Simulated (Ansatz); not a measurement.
PbTe (rock salt)

```
CELL_PARAMETERS angstrom
      0.00000     6.53422     6.53422
      3.26711     0.00000     3.26711
      3.26711     3.26711     0.00000
ATOMIC_POSITIONS crystal
  Te 0.00000 0.00000 0.00000
  Te 0.50000 0.00000 0.00000
  Pb 0.25000 0.50000 0.50000
  Pb 0.75000 0.50000 0.50000
```

In this cell atom 3 (Pb, nearest neighbour Te at 3.267 Å; its periodic images, 4.6 Å or more away, move with it) is moved by s along Cartesian [110], unit vector (0.707, 0.707, 0.000); all other atoms and the cell stay fixed.

All values below come from r2SCAN (plane waves to 500 eV, PAW, scalar-relativistic; Ansatz, an electronic-structure program). k mesh 7×7×7 (Γ-centred), Fermi-Dirac smearing 0.05 eV. The energy includes the smearing's −TS. PbTe was relaxed with its symmetry unable to fall. Spin-orbit coupling is left out, though Pb and Te are heavy. ΔE is measured from the undisplaced structure.

**Question.** Predict the ΔE (eV/cell) at s (Å) = -0.330, -0.132, 0.066, 0.132, 0.264.

**Answer.** 
```
s (Å)   ΔE (eV/cell)
------  ------------
-0.330        0.0715
-0.132        0.0098
0.066         0.0024
0.132         0.0098
0.264         0.0430
```

(For displaced atoms, the force is minus the slope of the energy, and its curvature is a force constant, which sets phonon frequencies.)
